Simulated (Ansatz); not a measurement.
InO: what symmetry allows forces and stress to be

```xyz
4
Lattice="3.5294 0.0000 0.0000 -1.7647 3.0565 0.0000 0.0000 0.0000 14.7963" Properties=species:S:1:pos:R:3 pbc="T T T"
In    1.7647    1.0188    8.5429
In    1.7647    1.0188    6.2534
O     0.0000    0.0000    9.4042
O     0.0000    0.0000    5.3921
```

Method: DFT PBEsol, scalar-relativistic, plane waves, PAW in Ansatz.

Cutoff 420 eV; k points 12×12×4 on the computed 4-atom cell (Γ-centred); Gaussian smearing, width 0.05 eV; no spin polarisation.

This distorted cell has space group P-6m2, with 12 operations.

**Question.** Without a calculation: in which directions can each atom feel a force?

**Answer.** A force must be left unchanged by every operation that keeps its atom in place, so it lies in the space that those operations leave fixed. Atoms that the group maps onto each other feel forces of one size.
| atom | site symmetry | operations at the site | equivalent to atom | allowed force (Cartesian) |
| --- | --- | --- | --- | --- |
| In1 | 3m. | 6 | 1 | along (0.00, 0.00, 1.00) |
| In2 | 3m. | 6 | 1 | along (0.00, 0.00, 1.00) |
| O3 | 3m. | 6 | 3 | along (0.00, 0.00, 1.00) |
| O4 | 3m. | 6 | 3 | along (0.00, 0.00, 1.00) |

That leaves 2 independent force components of 12. A relaxation in this cell that keeps the symmetry moves the atoms in these directions alone.

**Question.** And the stress tensor?

**Answer.** It must be invariant under the point group, which leaves 2 independent components: yz, xz, xy vanish; xx = yy.

**Question.** Do the computed values obey this?

**Answer.** Yes. Forces (eV/Å):
```
In1  0.000  0.000  7.266
In2  0.000  0.000 -7.266
O3   0.000  0.000 -0.929
O4   0.000  0.000  0.929
```

Stress (GPa, compression positive, xx yy zz yz xz xy): -5.43 -5.43 12.96 0.00 0.00 0.00. The program imposes the same operations on density, forces and stress, so this confirms the analysis and is no independent test of the calculation.

The cell holds layers, and where no dispersion correction was added their binding is poorly described.